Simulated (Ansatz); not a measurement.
Input:

Rb2MgCl4:
Space group I4/mmm (No. 139); a = b = 4.9938 Å, c = 16.2219 Å, α = β = γ = 90.00°

```tsv
atom	site	symmetry	x	y	z
Rb	4e	4mm	0.0000	0.0000	0.3572
Mg	2a	4/mmm	0.0000	0.0000	0.0000
Cl	4e	4mm	0.0000	0.0000	0.1548
Cl	4c	mmm.	0.0000	0.5000	0.0000
```
(The calculation used a cell of 7 atoms; values per cell refer to that cell.)

This is the r²SCAN-relaxed structure.

**Question.** All from the program Ansatz at the r²SCAN level (PAW), unless another level is named. Estimate the hole effective mass.

**Answer.** 1.6, 2.5, 5.9 mₑ (principal values).

**Question.** What about the gap with spin–orbit coupling?

**Answer.** 5.64 eV.

**Question.** Next, the formation energy from the elements (no fitted shifts)?

**Answer.** -2.18 eV/atom.

**Question.** Predict the weight of the valence-edge state by species (Voronoi cells).

**Answer.** Cl 98 %.

**Question.** Next, the conduction-band minimum?

**Answer.** at Γ.

The first step of the workflow began from a Materials Project structure, measured or hypothetical; the Crystallography Open Database copy checked does not list it. Whether it is the stable phase at ambient conditions was not checked. The cell was relaxed with r²SCAN under the symmetry of its start; whether a distortion lowers the energy is not shown. The references are the lowest solids computed at this level, not always the standard phases (solids in place of the gases). Spin–orbit coupling is left out wherever it is not named.

Potentials: the later of the program's two PAW sets.
